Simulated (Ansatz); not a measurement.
Structure: CdSe in the wurtzite structure, at its r2SCAN minimum. Space group P6_3mc (No. 186), hexagonal; a = 4.341 Å, c = 7.077 Å in the conventional setting, 28.87 Å³ an atom. Cd has 4 Se at 2.66 Å; Se has 4 Cd at 2.66 Å.

4 runs of Ansatz 0.2.0 on this cell differ in the functional (and in the settings that go with it). Levels are in eV from each run's valence top; v1 is the last filled band, c1 the first empty one.

Run A, mean stress +0.1 GPa (compression positive):

| point | v5 | v3 | v1 | c1 | c2 | c3 |
| --- | --- | --- | --- | --- | --- | --- |
| Γ | -0.80 | -0.04 | 0.00 | 2.14 | 3.80 | 7.58 |
| M | -3.81 | -1.94 | -0.80 | 4.85 | 4.92 | 6.33 |
| K | -3.96 | -1.97 | -1.78 | 5.76 | 6.55 | 6.55 |

Run B, mean stress +1.4 GPa (compression positive):

| point | v5 | v3 | v1 | c1 | c2 | c3 |
| --- | --- | --- | --- | --- | --- | --- |
| Γ | -0.73 | -0.04 | 0.00 | 0.61 | 2.18 | 5.87 |
| M | -3.53 | -1.77 | -0.72 | 3.16 | 3.34 | 4.79 |
| K | -3.69 | -1.79 | -1.60 | 4.29 | 4.67 | 4.67 |

Run C, mean stress +0.2 GPa (compression positive):

| point | v5 | v3 | v1 | c1 | c2 | c3 |
| --- | --- | --- | --- | --- | --- | --- |
| Γ | -0.78 | -0.04 | 0.00 | 1.54 | 3.14 | 6.89 |
| M | -3.74 | -1.90 | -0.77 | 4.17 | 4.25 | 5.65 |
| K | -3.88 | -1.92 | -1.73 | 5.10 | 5.83 | 5.83 |

Run D, mean stress 0.0 GPa (compression positive):

| point | v5 | v3 | v1 | c1 | c2 | c3 |
| --- | --- | --- | --- | --- | --- | --- |
| Γ | -0.73 | -0.04 | 0.00 | 1.11 | 2.65 | 6.40 |
| M | -3.52 | -1.80 | -0.73 | 3.63 | 3.72 | 5.11 |
| K | -3.66 | -1.81 | -1.63 | 4.57 | 5.16 | 5.16 |

Question: Match the runs to PBE, r2SCAN, HSE06, PBE0.

Answer: A is PBE0, B is PBE, C is HSE06, D is r2SCAN. In order of the gap: PBE 0.61, r2SCAN 1.11, HSE06 1.54, PBE0 2.14 eV.

The values are computed, spin-unpolarised, and not measurements.

Spin-orbit coupling is left out.

The stress of a hybrid is loosely converged in these runs.

The meshes of the hybrids are coarse, so their gaps aren't converged to the digits shown.
